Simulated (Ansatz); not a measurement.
Relaxed-ion elastic tensor of Hg (simple cubic, space group No. 221) in GPa (Voigt order), PBE (plane waves, PAW; program Ansatz); density 11.01 g/cm³, 30.26 Å³ per atom.

```
25.6   4.6   4.6   0.0   0.0   0.0
 4.6  25.6   4.6   0.0   0.0   0.0
 4.6   4.6  25.6   0.0   0.0   0.0
 0.0   0.0   0.0   0.1   0.0   0.0
 0.0   0.0   0.0   0.0   0.1   0.0
 0.0   0.0   0.0   0.0   0.0   0.1
```

Is the crystal mechanically stable?

On the edge, within the error: the smallest eigenvalue of C is 0.1 GPa.

Work out the Voigt and Reuss bounds. Is their mean of use?

K_V = 11.6, K_R = 11.6; G_V = 4.3, G_R = 0.2 GPa. The bounds lie so far apart that a Hill average or a Debye temperature from it would say little.

Space group Pm-3m (simple cubic). The cell is a constructed one: a structure type filled with these elements; neither database checked (COD, Materials Project) lists it. It is not the usual solid phase (space group No. 166). The PBE relaxation kept the symmetry of its start; whether a distortion lowers the energy is not shown. The substance is a gas or liquid at ambient conditions. As this level gives no gap, shear constants depend on the k-mesh and smearing (Fermi–Dirac, 0.1 eV here). Scalar-relativistic: spin–orbit coupling is off unless named, which matters more the heavier the elements.

Potentials: the later of the program's two PAW sets.
